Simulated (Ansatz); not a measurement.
Here is the system:

Tl$_{3}$VSe$_{4}$:
Space group I-43m (No. 217); a = b = c = 7.660 Å, α = β = γ = 90.00°

```json
[
 {"atom": "V", "site": "2a", "symmetry": "-43m", "x": "0.0000", "y": "0.0000", "z": "0.0000"},
 {"atom": "Tl", "site": "6b", "symmetry": "-42.m", "x": "0.0000", "y": "0.0000", "z": "0.5000"},
 {"atom": "Se", "site": "8c", "symmetry": ".3m", "x": "0.3285", "y": "0.3285", "z": "0.3285"}
]
```
(The calculation used a cell of 8 atoms; values per cell refer to that cell.)

This is the PBEsol-relaxed structure.

Task: All from plane-wave PAW PBEsol (Ansatz code), unless another level is named. Predict the static dielectric constant ε0 (ions relaxed, cell fixed).

Result: 23.8.

Task: And the largest static χ(2) component?

Result: 65 pm/V.

Task: What about the electronic dielectric constant ε∞ (DFPT)?

Result: 10.1.

Task: Give the Born charges (a third of the trace).

Result: V +0.79, Tl +2.30, Se -1.92 e.

The first step of the workflow began from a Materials Project structure, measured or hypothetical; the Crystallography Open Database copy checked does not list it. Its standing as an ambient phase is unchecked. Symmetry was held in the PBEsol relaxation; whether a distortion lowers the energy is not shown. No spin polarisation was allowed. Spin–orbit coupling is left out wherever it is not named.

Potentials: the later of the program's two PAW sets.
